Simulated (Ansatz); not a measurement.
Zn (hcp, Mg type), conventional cell a = b = 2.647 Å, c = 4.678 Å, α = β = 90.00°, γ = 120.00°. The calculation uses the primitive cell of 2 atoms, to which meshes and values per cell refer.

Grid over V/V₀ and (c/a)/(c/a)₀, subscript 0 meaning the relaxed cell; the conventional c axis lies along z; no internal relaxation.

Computed with r2SCAN (plane waves to 500 eV, PAW, scalar-relativistic; Ansatz, a quantum-chemistry and plane-wave program). k mesh 20×20×10 (Γ-centred), Fermi-Dirac smearing 0.05 eV. The energy includes the smearing's −TS. With partly filled bands, the response to shear is sensitive to the k mesh, so small differences along c/a are uncertain. The PAW data are Ansatz's earlier set. Zn was relaxed with its symmetry unable to fall. The zero of ΔE is the relaxed starting cell.

**Question.** What ΔE (eV/atom) does the calculation give at all points of the grid V/V₀ = 0.960, 0.973, 0.987, 1.000, 1.013, 1.027, 1.040 by (c/a)/(c/a)₀ = 0.920, 0.947, 0.973, 1.000, 1.027, 1.053, 1.080?

**Answer.** ΔE (eV/atom), with V/V₀ across and (c/a)/(c/a)₀ down:

```
(c/a)/(c/a)₀ \ V/V₀  0.960  0.973  0.987  1.000  1.013  1.027  1.040
-------------------  -----  -----  -----  -----  -----  -----  -----
0.920                0.017  0.013  0.012  0.011  0.013  0.015  0.019
0.947                0.012  0.008  0.007  0.006  0.008  0.010  0.014
0.973                0.007  0.004  0.002  0.002  0.003  0.005  0.009
1.000                0.007  0.003  0.001  0.000  0.001  0.003  0.006
1.027                0.011  0.006  0.003  0.001  0.001  0.003  0.005
1.053                0.015  0.009  0.005  0.002  0.001  0.002  0.004
1.080                0.019  0.012  0.006  0.003  0.001  0.001  0.002
```

(Under strain, the slope of the energy per volume gives the stress and its curvature an elastic modulus.)
